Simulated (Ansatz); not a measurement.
A relaxation computed with Ansatz, from input to last step.

```yaml
crystal:
  lattice:
    - [0.0, -4.16307288, 2.70599737]
    - [-4.16307288, 0.0, 2.70599737]
    - [-4.16307288, -4.16307288, -2.70599737]
  atoms:
    - { symbol: O, position: [0.2333054793, 0.2336099404, 0.4612230292] }
    - { symbol: O, position: [0.5640516464, 0.5594194698, 0.1302342362] }
    - { symbol: O, position: [0.8880244704, 0.9048061433, 0.7961762574] }
    - { symbol: O, position: [0.1046031799, 0.1000714988, 0.1999302884] }
    - { symbol: O, position: [0.4311086626, 0.4411948898, 0.8748664545] }
    - { symbol: O, position: [0.7755210648, 0.7663347569, 0.5323104684] }
    - { symbol: O, position: [0.638641985, 0.0268915735, 0.1622070163] }
    - { symbol: O, position: [0.9771157533, 0.353667717, 0.8359783862] }
    - { symbol: O, position: [0.3125094208, 0.6889038122, 0.5010462668] }
    - { symbol: O, position: [0.0291374186, 0.6381102195, 0.1640455049] }
    - { symbol: O, position: [0.3582664346, 0.9703215458, 0.8331896497] }
    - { symbol: O, position: [0.6940563403, 0.3077686525, 0.4982982896] }
    - { symbol: Si, position: [0.9944859506, 0.0065876476, 0.9982318779] }
    - { symbol: Cr, position: [0.3348822542, 0.3279814327, 0.6657737366], spin: -3.0 }
    - { symbol: Cr, position: [0.6684515102, 0.6627743478, 0.326514847], spin: -3.0 }
    - { symbol: Ge, position: [0.6607546346, 0.6658570189, 0.8344462218] }
    - { symbol: Ge, position: [0.995533443, 0.9982014434, 0.4993431094] }
    - { symbol: Ru, position: [0.3394528841, 0.3333590361, 0.1649501547] }
  symmetry: { detect: false }
basis:
  ecutwfc: 420
kpoints:
  mp_grid: { grid: [3, 3, 2], shift: [0.0, 0.0, 0.5] }
hamiltonian:
  xc: pbe
scf:
  occupations: { method: gaussian, width: 0.1 }
  lower_state_search: "off"
output:
  forces: true
  stress: true
  eigenvalues: true
  populations: true
magnetization:
  spin_polarized: true
relax:
  adjacent_minimum: "off"
  f_tol: 0.04
  max_steps: 50
  cell: { stress_tol: 0.3 }
```

```bash
ansatz run input.yaml --threads 4 --pin off --max-ram 9216MiB --backend cpu --events-out ev --progress --plain --runs-dir out
```

Computed with DFT PBE, scalar-relativistic, plane waves, PAW (Ansatz 0.2.0).

Of 10 frames 10 are shown, positions in Å and forces in eV/Å; the SCF threshold varies from step to step. Steps run on the plane waves of an earlier cell, with a Pulay correction in the pressure. The basis is chosen afresh for the last frame, the zero of the energies, and at times for earlier ones too; energy and pressure can step there, also at an unchanged geometry. Here that happened at step 7 (-28 meV/atom, 4.4 GPa); frames between the last choice of the basis and such a step carry an error that grows, as the cell changes, to that size. The mark taken_back stands on steps that the optimiser undid.

```xyz
18
Lattice="0.0000 -4.1631 2.7060 -4.1631 0.0000 2.7060 -4.1631 -4.1631 -2.7060" Properties=species:S:1:pos:R:3:forces:R:3 pbc="T T T" step=1 free_energy_over_end_meV_per_atom=483.94 pressure_GPa=87.47
O    -2.8926   -2.8914    0.0154   -1.9071   -2.1045   -3.4092
O    -2.8711   -2.8904    2.6877   -3.1431   -3.1935    3.6923
O    -7.0813   -7.0114    2.6969   -2.4763   -2.9975   -0.2298
O    -1.2489   -1.2678    0.0128    3.6563    3.7310   -3.0317
O    -5.4789   -5.4369   -0.0069    4.4436    3.9700    3.6311
O    -5.4064   -5.4446    2.7318    0.7623    0.7842   -1.1221
O    -0.7872   -3.3340    1.3620    1.8619   -2.1475    2.1885
O    -4.9526   -7.5480    1.3389   -1.1712    1.1399   -2.5843
O    -4.9538   -3.3869    1.3540   -1.7359    1.6488    0.2831
O    -3.3394   -0.8042    1.3617   -1.6317    1.6243    2.6049
O    -7.5081   -4.9601    1.3405   -0.1020    0.0023   -3.0577
O    -3.3557   -4.9639    1.3625    1.3172   -1.2807    0.1305
Si   -4.1831   -8.2958    0.0077    1.0215   -0.5342    0.3640
Cr   -4.1371   -4.1658   -0.0079   -0.6851   -0.1750    0.8777
Cr   -4.1185   -4.1421    2.7187   -0.6515   -0.2795   -0.5406
Ge   -6.2459   -6.2246    1.3318    0.7853   -0.2405    2.7483
Ge   -6.2344   -6.2233    4.0438    0.1109   -0.8946    0.4733
Ru   -2.0745   -2.0999    1.3743   -0.4552    0.9469   -3.0183
18
Lattice="0.0008 -4.3178 2.8104 -4.3159 0.0021 2.8123 -4.3221 -4.3265 -2.8250" Properties=species:S:1:pos:R:3:forces:R:3 pbc="T T T" step=2 free_energy_over_end_meV_per_atom=97.28 pressure_GPa=27.21
O    -3.0030   -3.0077   -0.0397   -0.2798   -0.3693   -0.8512
O    -2.9961   -3.0134    2.8358   -0.8289   -0.8109    0.7429
O    -7.3536   -7.3230    2.7988   -0.8616   -1.1108   -0.1763
O    -1.2688   -1.2784   -0.0487    0.9820    0.9796   -0.3718
O    -5.6500   -5.6341    0.0421    1.5125    1.2356    0.6064
O    -5.6197   -5.6515    2.8148    0.2100    0.2532   -0.6926
O    -0.7951   -3.4929    1.4490    0.0983   -0.2277    0.9009
O    -5.1410   -7.8419    1.3420   -0.4871    0.4365   -1.0146
O    -5.1310   -3.4976    1.4004   -0.6393    0.7284    0.1266
O    -3.4922   -0.8061    1.4476   -0.0868    0.1031    1.1905
O    -7.8093   -5.1531    1.3544   -0.2094    0.0870   -1.3940
O    -3.4724   -5.1412    1.4042    0.5586   -0.4716    0.0350
Si   -4.3333   -8.6167    0.0021    0.5158   -0.4562    0.2585
Cr   -4.2938   -4.3138   -0.0231   -0.4258   -0.1567    0.4814
Cr   -4.2841   -4.3058    2.8219   -0.2804   -0.0691   -0.5172
Ge   -6.4884   -6.4710    1.4002    0.2967   -0.1771    1.0011
Ge   -6.4655   -6.4583    4.1724    0.0217   -0.4854    0.7774
Ru   -2.1452   -2.1624    1.4224   -0.0964    0.5114   -1.1029
18
Lattice="-0.0015 -4.4259 2.9630 -4.4280 -0.0039 2.9593 -4.4065 -4.3995 -2.9201" Properties=species:S:1:pos:R:3:forces:R:3 pbc="T T T" step=3 free_energy_over_end_meV_per_atom=37.70 pressure_GPa=-5.16
O    -3.0505   -3.0585   -0.0499   -0.1246   -0.1031    0.1467
O    -3.0781   -3.0825    2.9987   -0.2565   -0.2487    0.0888
O    -7.5287   -7.5225    2.9754    0.0298    0.0016   -0.0511
O    -1.2847   -1.2910   -0.0157   -0.0551   -0.0354   -0.1435
O    -5.7393   -5.7325    0.0978    0.1784    0.1541   -0.0134
O    -5.7905   -5.7923    2.9763    0.2534    0.2607   -0.0643
O    -0.8267   -3.6048    1.5969   -0.0712    0.1147   -0.3494
O    -5.2398   -7.9986    1.4064   -0.1294    0.0947    0.2717
O    -5.2444   -3.5408    1.5080    0.0975   -0.0951   -0.0022
O    -3.6063   -0.8314    1.5868    0.1386   -0.0762   -0.2418
O    -7.9991   -5.2429    1.4048   -0.0357   -0.0035    0.1814
O    -3.5347   -5.2476    1.5100   -0.1466    0.1257    0.0039
Si   -4.4042   -8.8135    0.0762    0.2066    0.0191    0.0302
Cr   -4.3927   -4.3945    0.0069   -0.1729   -0.1152    0.0822
Cr   -4.4039   -4.4097    3.0005   -0.0575   -0.0053   -0.2759
Ge   -6.6320   -6.6151    1.5210    0.0083   -0.1532    0.3697
Ge   -6.6183   -6.6156    4.4397   -0.0545   -0.1643   -0.1726
Ru   -2.1991   -2.2020    1.5025    0.1914    0.2294    0.1395
18
Lattice="0.0174 -4.4084 2.8522 -4.3981 0.0216 2.8586 -4.4383 -4.4570 -2.9537" Properties=species:S:1:pos:R:3:forces:R:3 pbc="T T T" step=4 free_energy_over_end_meV_per_atom=39.45 pressure_GPa=-0.05 taken_back
O    -3.0895   -3.0745   -0.0582    0.2925    0.0959   -0.3851
O    -3.0731   -3.0784    2.9205    0.1600    0.1549   -0.4637
O    -7.5169   -7.5452    2.7913    0.2575    0.2821   -0.1702
O    -1.2882   -1.2866   -0.1119    0.2289    0.1086    0.5812
O    -5.7149   -5.7677   -0.0281   -0.2655   -0.0752    0.1488
O    -5.7475   -5.7596    2.7770   -0.4809   -0.5166    0.0121
O    -0.8146   -3.5750    1.4736    0.1485   -0.2024    0.1783
O    -5.2555   -8.0093    1.2612    0.1430   -0.3643   -0.1329
O    -5.2432   -3.5322    1.3800   -0.1099   -0.1501   -0.1096
O    -3.5451   -0.8072    1.4870   -0.3359    0.1198    0.1415
O    -7.9846   -5.2746    1.2679   -0.2245    0.1328   -0.1807
O    -3.5239   -5.2724    1.3808   -0.1517    0.1176   -0.1634
Si   -4.4002   -8.8512   -0.0648   -0.2775   -0.2158   -0.4649
Cr   -4.4217   -4.4394   -0.0694    0.2350    0.2013   -0.3664
Cr   -4.3955   -4.4082    2.7860    0.4580    0.3616    1.3950
Ge   -6.6261   -6.6480    1.3789   -0.0447   -0.0814   -0.2852
Ge   -6.6017   -6.6235    4.2074    0.0849    0.1478    0.4225
Ru   -2.1734   -2.1826    1.4320   -0.1176   -0.1166   -0.1571
18
Lattice="0.0045 -4.4007 2.9116 -4.4009 0.0040 2.9108 -4.4068 -4.4056 -2.9260" Properties=species:S:1:pos:R:3:forces:R:3 pbc="T T T" step=5 free_energy_over_end_meV_per_atom=30.68 pressure_GPa=-0.28
O    -3.0533   -3.0575   -0.0602   -0.0020    0.0006    0.0447
O    -3.0673   -3.0713    2.9519   -0.0362   -0.0342    0.0205
O    -7.4991   -7.5018    2.8900   -0.0028   -0.0038   -0.0174
O    -1.2786   -1.2826   -0.0479    0.0362    0.0409   -0.0220
O    -5.7160   -5.7182    0.0556   -0.0002   -0.0014   -0.0287
O    -5.7558   -5.7592    2.8911    0.0200    0.0216    0.0167
O    -0.8173   -3.5751    1.5408    0.0231   -0.0204   -0.0457
O    -5.2370   -7.9791    1.3447   -0.0353    0.0313    0.0470
O    -5.2270   -3.5300    1.4534   -0.0139    0.0049    0.0012
O    -3.5721   -0.8213    1.5391   -0.0224    0.0276   -0.0290
O    -7.9761   -5.2407    1.3442   -0.0004   -0.0035    0.0307
O    -3.5260   -5.2308    1.4537   -0.0066   -0.0048    0.0007
Si   -4.3922   -8.7968    0.0132    0.0426   -0.0042   -0.0027
Cr   -4.3919   -4.3947   -0.0270   -0.0350   -0.0322    0.0254
Cr   -4.3826   -4.3866    2.9189   -0.0014    0.0033   -0.0316
Ge   -6.6094   -6.6085    1.4646   -0.0038   -0.0446    0.0812
Ge   -6.5910   -6.5937    4.3408    0.0223    0.0023   -0.1100
Ru   -2.1794   -2.1826    1.4707    0.0160    0.0169    0.0190
18
Lattice="0.0062 -4.4001 2.9059 -4.4001 0.0062 2.9059 -4.4074 -4.4074 -2.9267" Properties=species:S:1:pos:R:3:forces:R:3 pbc="T T T" step=6 free_energy_over_end_meV_per_atom=30.54 pressure_GPa=0.00
O    -3.0532   -3.0568   -0.0595    0.0034    0.0025   -0.0161
O    -3.0676   -3.0709    2.9468    0.0057    0.0040   -0.0110
O    -7.4980   -7.5017    2.8805   -0.0053   -0.0040    0.0059
O    -1.2759   -1.2794   -0.0521    0.0042    0.0047    0.0049
O    -5.7161   -5.7193    0.0494    0.0013    0.0005    0.0211
O    -5.7536   -5.7571    2.8824    0.0002    0.0007   -0.0117
O    -0.8140   -3.5738    1.5336   -0.0077    0.0066   -0.0009
O    -5.2372   -7.9787    1.3401   -0.0011    0.0038   -0.0055
O    -5.2287   -3.5292    1.4472   -0.0012   -0.0026    0.0039
O    -3.5704   -0.8177    1.5333    0.0055   -0.0051    0.0011
O    -7.9754   -5.2406    1.3399    0.0043   -0.0018   -0.0054
O    -3.5257   -5.2326    1.4473   -0.0035    0.0011    0.0025
Si   -4.3889   -8.7983    0.0070   -0.0038   -0.0048   -0.0064
Cr   -4.3935   -4.3970   -0.0297   -0.0016    0.0012    0.0096
Cr   -4.3811   -4.3850    2.9095    0.0007    0.0052    0.0065
Ge   -6.6089   -6.6119    1.4594    0.0077    0.0027    0.0073
Ge   -6.5878   -6.5915    4.3273    0.0017    0.0000    0.0090
Ru   -2.1772   -2.1805    1.4668   -0.0104   -0.0145   -0.0147
18
Lattice="0.0062 -4.4001 2.9059 -4.4001 0.0062 2.9059 -4.4074 -4.4074 -2.9267" Properties=species:S:1:pos:R:3:forces:R:3 pbc="T T T" step=7 free_energy_over_end_meV_per_atom=2.30 pressure_GPa=4.40
O    -3.0532   -3.0568   -0.0595   -0.0010   -0.0019   -0.0167
O    -3.0676   -3.0709    2.9468    0.0020    0.0002   -0.0125
O    -7.4980   -7.5017    2.8805   -0.0067   -0.0054    0.0054
O    -1.2759   -1.2794   -0.0521    0.0010    0.0015    0.0092
O    -5.7161   -5.7193    0.0494    0.0054    0.0046    0.0203
O    -5.7536   -5.7571    2.8824    0.0081    0.0086   -0.0135
O    -0.8140   -3.5738    1.5336   -0.0160    0.0151   -0.0003
O    -5.2372   -7.9787    1.3401   -0.0092    0.0133   -0.0004
O    -5.2287   -3.5292    1.4472   -0.0102    0.0058    0.0022
O    -3.5704   -0.8177    1.5333    0.0139   -0.0134    0.0018
O    -7.9754   -5.2406    1.3399    0.0138   -0.0099   -0.0003
O    -3.5257   -5.2326    1.4473    0.0050   -0.0080    0.0009
Si   -4.3889   -8.7983    0.0070   -0.0036   -0.0047   -0.0083
Cr   -4.3935   -4.3970   -0.0297   -0.0008    0.0020    0.0053
Cr   -4.3811   -4.3850    2.9095   -0.0028    0.0017    0.0097
Ge   -6.6089   -6.6119    1.4594    0.0087    0.0038    0.0082
Ge   -6.5878   -6.5915    4.3273    0.0018    0.0002    0.0094
Ru   -2.1772   -2.1805    1.4668   -0.0094   -0.0135   -0.0203
18
Lattice="0.0075 -4.4223 2.9186 -4.4224 0.0075 2.9187 -4.4321 -4.4322 -2.9453" Properties=species:S:1:pos:R:3:forces:R:3 pbc="T T T" step=8 free_energy_over_end_meV_per_atom=0.92 pressure_GPa=0.52
O    -3.0674   -3.0713   -0.0601    0.0071    0.0084   -0.0285
O    -3.0807   -3.0845    2.9577   -0.0046   -0.0024   -0.0041
O    -7.5349   -7.5387    2.8883   -0.0072   -0.0040   -0.0042
O    -1.2848   -1.2887   -0.0510    0.0116    0.0145    0.0000
O    -5.7486   -5.7523    0.0413    0.0080    0.0108    0.0144
O    -5.7846   -5.7879    2.8905   -0.0128   -0.0122    0.0107
O    -0.8183   -3.5919    1.5397    0.0201   -0.0193    0.0070
O    -5.2625   -8.0219    1.3413    0.0198   -0.0118   -0.0120
O    -5.2549   -3.5496    1.4509    0.0046   -0.0098   -0.0025
O    -3.5883   -0.8218    1.5395   -0.0216    0.0211    0.0111
O    -8.0184   -5.2663    1.3413   -0.0247    0.0341   -0.0140
O    -3.5460   -5.2588    1.4511   -0.0137    0.0094   -0.0058
Si   -4.4123   -8.8443    0.0023    0.0041   -0.0148   -0.0148
Cr   -4.4172   -4.4200   -0.0335   -0.0021   -0.0120    0.0270
Cr   -4.4031   -4.4070    2.9206    0.0148    0.0175   -0.0173
Ge   -6.6436   -6.6450    1.4596    0.0082   -0.0097    0.0173
Ge   -6.6212   -6.6244    4.3434   -0.0006   -0.0053   -0.0035
Ru   -2.1886   -2.1918    1.4720   -0.0111   -0.0145    0.0191
18
Lattice="0.0077 -4.4261 2.9199 -4.4262 0.0077 2.9199 -4.4363 -4.4362 -2.9472" Properties=species:S:1:pos:R:3:forces:R:3 pbc="T T T" step=9 free_energy_over_end_meV_per_atom=1.01 pressure_GPa=0.03
O    -3.0695   -3.0731   -0.0614   -0.0002   -0.0002   -0.0023
O    -3.0832   -3.0867    2.9587    0.0012    0.0019    0.0008
O    -7.5414   -7.5449    2.8883   -0.0022   -0.0009    0.0036
O    -1.2863   -1.2898   -0.0509   -0.0014   -0.0012   -0.0002
O    -5.7540   -5.7574    0.0419   -0.0012   -0.0008   -0.0014
O    -5.7906   -5.7939    2.8923   -0.0008   -0.0005    0.0010
O    -0.8180   -3.5955    1.5403   -0.0022    0.0005    0.0017
O    -5.2655   -8.0300    1.3407   -0.0038    0.0073    0.0009
O    -5.2591   -3.5536    1.4511   -0.0002   -0.0011   -0.0012
O    -3.5920   -0.8217    1.5402   -0.0003   -0.0005    0.0030
O    -8.0268   -5.2689    1.3406    0.0077   -0.0049    0.0014
O    -3.5502   -5.2625    1.4512   -0.0006   -0.0009   -0.0024
Si   -4.4159   -8.8531    0.0007   -0.0035   -0.0035   -0.0004
Cr   -4.4212   -4.4245   -0.0332   -0.0028   -0.0016   -0.0064
Cr   -4.4064   -4.4099    2.9210    0.0049    0.0054   -0.0003
Ge   -6.6488   -6.6518    1.4606    0.0038    0.0004    0.0039
Ge   -6.6272   -6.6305    4.3449    0.0027    0.0018   -0.0012
Ru   -2.1904   -2.1939    1.4733   -0.0011   -0.0013   -0.0004
18
Lattice="0.0077 -4.4261 2.9199 -4.4262 0.0077 2.9199 -4.4363 -4.4362 -2.9472" Properties=species:S:1:pos:R:3:forces:R:3 pbc="T T T" step=10 free_energy_over_end_meV_per_atom=0.00 pressure_GPa=0.06
O    -3.0695   -3.0731   -0.0614   -0.0003   -0.0003   -0.0023
O    -3.0832   -3.0867    2.9587    0.0012    0.0018    0.0007
O    -7.5414   -7.5449    2.8883   -0.0023   -0.0011    0.0039
O    -1.2863   -1.2898   -0.0509   -0.0015   -0.0013   -0.0001
O    -5.7540   -5.7574    0.0419   -0.0010   -0.0005   -0.0013
O    -5.7906   -5.7939    2.8923   -0.0005   -0.0002    0.0009
O    -0.8180   -3.5955    1.5403   -0.0024    0.0009    0.0015
O    -5.2655   -8.0300    1.3407   -0.0041    0.0073    0.0012
O    -5.2591   -3.5536    1.4511   -0.0003   -0.0010   -0.0012
O    -3.5920   -0.8217    1.5402    0.0001   -0.0007    0.0028
O    -8.0268   -5.2689    1.3406    0.0078   -0.0052    0.0017
O    -3.5502   -5.2625    1.4512   -0.0005   -0.0010   -0.0026
Si   -4.4159   -8.8531    0.0007   -0.0034   -0.0034   -0.0005
Cr   -4.4212   -4.4245   -0.0332   -0.0027   -0.0015   -0.0065
Cr   -4.4064   -4.4099    2.9210    0.0047    0.0052   -0.0002
Ge   -6.6488   -6.6518    1.4606    0.0038    0.0004    0.0039
Ge   -6.6272   -6.6305    4.3449    0.0027    0.0018   -0.0012
Ru   -2.1904   -2.1939    1.4733   -0.0011   -0.0012   -0.0007
```

It took 2.4 min on 4 threads of Intel(R) Xeon(R) Platinum 8488C (Sapphire Rapids), on a shared host, peak memory 0.85 GiB.

The k mesh is coarse. Moments started parallel, and an antiferromagnetic order may lie lower.